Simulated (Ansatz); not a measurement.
## ZnO, first-principles data

ZnO:
```
ZnO
1.0
    3.20276     0.00000     0.00000
   -1.60138     2.77367     0.00000
    0.00000     0.00000     5.84714
Zn O
2 2
Direct
  0.00000   0.00000   0.75000
  0.00000   0.00000   0.25000
  0.33333   0.66667   0.25000
  0.66667   0.33333   0.75000
```

Space group P6_3/mmc (No. 194); conventional cell a = 3.2028 Å, b = 3.2028 Å, c = 5.8471 Å, α = 90.00°, β = 90.00°, γ = 120.00°.

Method: the program Ansatz at the LDA level (PAW). Structure relaxed to zero pressure with the same functional. Other levels are named where they apply.

**Cell and energy**

Volume per atom: 12.99 Å³
Density: 5.20 g/cm³
Formation energy from the elements (no fitted shifts): -1.24 eV/atom

**Electronic structure**

* **Band gap**: 0.70 eV (direct)
* **Valence-band maximum**: at Γ
* **Conduction-band minimum**: at Γ
* **Electron effective mass**: 0.13, 0.13, 0.35 mₑ (principal values)
* **Hole effective mass, band 1 of 2 at the edge**: 1.5 along x (mₑ)
* **Hole effective mass, band 2 of 2 at the edge**: 0.54 along x (mₑ)

**Mechanics**

- Bulk modulus (Birch–Murnaghan fit) = 317 kbar
- Pressure derivative B′ = 10.8

**Dielectric response**

- Electronic dielectric constant ε∞ (DFPT) = 5.89 (xx = yy), 3.93 (zz)
- Born charges (a third of the trace) = Zn +2.06, O -2.06 e

**Phonons**

- Highest zone-centre frequency (without LO–TO term) = 16.69 THz
- Zone-centre stability = unstable, softest mode 34i cm⁻¹
- Dynamical stability on the path = unstable, down to 34i cm⁻¹

The first step of the workflow began from a Materials Project structure, measured or hypothetical; the Crystallography Open Database copy checked does not list it. It is not the phase usual at ambient conditions (space group No. 186). Symmetry was held in the LDA relaxation. A crystal of weakly bound layers computed without a dispersion correction: the cell and the soft elastic constants depend strongly on that. The references are the lowest solids computed at this level, not always the standard phases (solids in place of the gases).

Potentials: the later of the program's two PAW sets.
